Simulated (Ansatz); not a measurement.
This cell of HgTe (zinc blende) is off equilibrium:

```
HgTe
1.0
    0.00000     3.32533     3.32533
    3.32533     0.00000     3.32533
    3.32533     3.32533     0.00000
Te Hg
1 1
Direct
  0.80172   0.69828   0.69828
  0.00000   0.00000   0.00000
```

Method: PBE (plane waves to 420 eV, PAW, scalar-relativistic; Ansatz, a quantum-chemistry and plane-wave program). k mesh 10×10×10 (Γ-centred), Fermi-Dirac smearing 0.05 eV. The energy includes the smearing's −TS. Compression counts positive. With partly filled bands, energies and forces of such displacements shift with the k mesh and the smearing. At this level the bands of HgTe touch or barely overlap. HgTe was relaxed with its symmetry unable to fall. Spin-orbit coupling is left out, though Hg and Te are heavy. The relaxed volume of HgTe is well above the measured one; the method has no dispersion term.

**Question.** What forces act on the atoms (eV/Å, Cartesian)?

**Answer.** 
| atom | Fx | Fy | Fz |
|---|---|---|---|
| Te1 | 0.881 | 0.000 | 0.000 |
| Hg2 | -0.881 | 0.000 | 0.000 |

**Question.** What is the stress tensor (GPa)?

**Answer.** 
```
    0.7      0.0      0.0
    0.0      1.8     -2.8
    0.0     -2.8      1.8
```
The pressure, a third of the trace, is 1.5 GPa.

**Question.** In it atom 1 sits (-0.344, 0.000, 0.000) Å away from its relaxed site. What is its energy relative to the relaxed cell?

**Answer.** 154 meV/cell.

(For displaced atoms, the force is minus the slope of the energy, and its curvature is a force constant, which sets phonon frequencies.)
